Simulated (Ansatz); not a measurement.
TiSi$_{2}$ (C49 type, space group Cmcm)

```
TiSi2
1.0
    1.76356    -6.76170     0.00000
    1.76356     6.76170     0.00000
    0.00000     0.00000     3.56562
Si Ti
4 2
Direct
  0.94171   0.05829   0.75000
  0.05829   0.94171   0.25000
  0.25028   0.74972   0.75000
  0.74972   0.25028   0.25000
  0.60322   0.39678   0.75000
  0.39678   0.60322   0.25000
```

The slice is a (010) plane (indices of the conventional cell) through the point (0.250, 0.750, 0.750) (fractional), spanned by u = [110] and v = [001] in vectors of this cell: u (3.53 Å) and v (3.57 Å, at 90° to u). It covers one period; positions are fractions (u, v).

Computed with r2SCAN (plane waves to 500 eV, PAW, scalar-relativistic; Ansatz, a program for electronic structure). k mesh 14×14×13. Inside the PAW spheres the values are not all-electron values, and peaks at nuclei hang on which shells count as valence. The PAW data are Ansatz's earlier set. This is one of several known forms of TiSi2; the measured ambient cells at hand have space group No. 70. TiSi2 is run without spin polarisation. TiSi2 was relaxed with its symmetry unable to fall.

Task: What is the valence density on the shortest Si–Si line in this plane (2.51 Å), at its midpoint?

Result: 0.41 e/Å³.

Task: Sketch the valence electron density on this plane as a map.

Result: 
```
|  :=*%%%#*+=-:::-=+*#%%%*=: |
|.:-+#%@%%#+==---==+#%%@%#+-:|
|-=+#%@@@%#*+=====+*#%@@@%#+=|
|**#%@@@@%##*+++++*##%@@@@%#*|
|#%%@@@@@%%##*****##%%@@@@@%%|
|%%@@@@@@@%%%%###%%%%@@@@@@@%|
|%%%@@@@@@@@@%%%%%@@@@@@@@@%%|
|##%%%%@@@@@@@%%%@@@@@@@%%%%#|
|***##%%@@@@@%%#%%@@@@@%%##**|
|+++*##%@@@@%#***#%@@@@%##*++|
|===+*#%@@@%#+=-=+#%@@@%#*+==|
|--==+#%%@%#+-:.:-+#%@%%#+==-|
|::-=+*#%%%*=:   :=*%%%#*+=-:|
|::-=+*#%%#*-.   .-*#%%#*+=-:|
|::-=+*#%%%*=:   :=*%%%#*+=-:|
|--==+#%%@%#+-:.:-+#%@%%#+==-|
|===+*#%@@@%#+=-=+#%@@@%#*+==|
|+++*##%@@@@%#***#%@@@@%##*++|
|***##%%@@@@@%%#%%@@@@@%%##**|
|##%%%%@@@@@@@%%%@@@@@@@%%%%#|
|%%%@@@@@@@@@%%%%%@@@@@@@@@%%|
|%%@@@@@@@%%%%###%%%%@@@@@@@%|
|#%%@@@@@%%##*****##%%@@@@@%%|
|**#%@@@@%##*+++++*##%@@@@%#*|
|-=+#%@@@%#*+=====+*#%@@@%#+=|
|.:-+#%@%%#+==---==+#%%@%#+-:|
|  :=*%%%#*+=-:::-=+*#%%%*=: |
|  .-*#%%#*+=-:::-=+*#%%#*-. |
```
Scale: ten equal steps from -0.92 (start of ' ') to -0.36 (end of '@'), in the order ' .:-=+*#%@'. Values: log₁₀ of the valence density in e/Å³. The map has 28 points along u (one character each, u = 0 at the left) and 28 along v (v = 0 in the bottom row). The scale is logarithmic, as a density can span decades between atoms and voids.
